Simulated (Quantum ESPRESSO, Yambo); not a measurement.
CsOH (space group Cmc2_1, No. 36): static response along x against the Γ-centred k mesh (Yambo on LDA (pw.x of Quantum ESPRESSO, ONCV potentials, no spin-orbit coupling) bands; 80 bands, 3 Ry block). The smallest direct LDA gap is 3.60 eV. Axes are Cartesian, with cell vectors (Å) (2.16, -5.69, 0.00), (2.16, 5.69, 0.00), (0.00, 0.00, 4.50).

```json
[
 {"k mesh": "2×2×1", "ε(0), independent particles": "3.84", "ε(0), RPA with local fields": "3.48"},
 {"k mesh": "2×2×2", "ε(0), independent particles": "3.49", "ε(0), RPA with local fields": "3.13"},
 {"k mesh": "4×4×4", "ε(0), independent particles": "[?]", "ε(0), RPA with local fields": "[?]"}
]
```

### Question
What does the densest mesh give?

### Answer

- 4×4×4, ε(0), independent particles: 3.28
- 4×4×4, ε(0), RPA with local fields: 2.92

The last step changes the RPA value by 7.1 %: not yet converged. Electronic response only; costs are rough.

Geometry of the Materials Project entry, not relaxed at this level; primitive cell a = b = 6.0878 Å, c = 4.5043 Å, α = β = 90.00°, γ = 138.41°.

The structure is a Materials Project entry; no match was found in the copy of COD used, and its stability was not checked.
